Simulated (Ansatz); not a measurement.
InGaN$_{2}$ in space group P3m1 (No. 156; In on 1a, Ga on 1c, N on 1c, N on 1a), LDA in the plane-wave PAW code Ansatz, all energies at zero smearing, with the estimated change up to a 700 eV cutoff added, with one set of potentials and settings (totals compare only within such a set). Cell of 4 atoms (1 In, 1 Ga, 2 N): -9912.849 eV.

```tsv
element	reference phase	E (eV/atom)
In	I4/mmm, 1 atoms in the cell	-5457.1653
Ga	Cmce, 4 atoms in the cell	-3706.9815
N	P4_2/mnm, 4 atoms in the cell	-373.6497
```

Formation energy per atom, worked out: (-9912.849 − 1×(-5457.1653) − 1×(-3706.9815) − 2×(-373.6497))/4 = -0.351 eV/atom (-34 kJ per mol of atoms), at 0 K, without zero-point energy or fitted corrections.

The first step of the workflow began from a Materials Project structure, measured or hypothetical; the Crystallography Open Database copy checked does not list it. With In and Ga taken as one species the cell has the higher symmetry P6_3mc, so it may be an ordered model of a mixed-site phase. Whether it is the stable phase at ambient conditions was not checked. The cell was relaxed with LDA under the symmetry of its start; of distortions, only those at the zone centre were tested. The references are the lowest solids computed at this level, not always the standard phases (solids in place of the gases).

Potentials: the later of the program's two PAW sets.
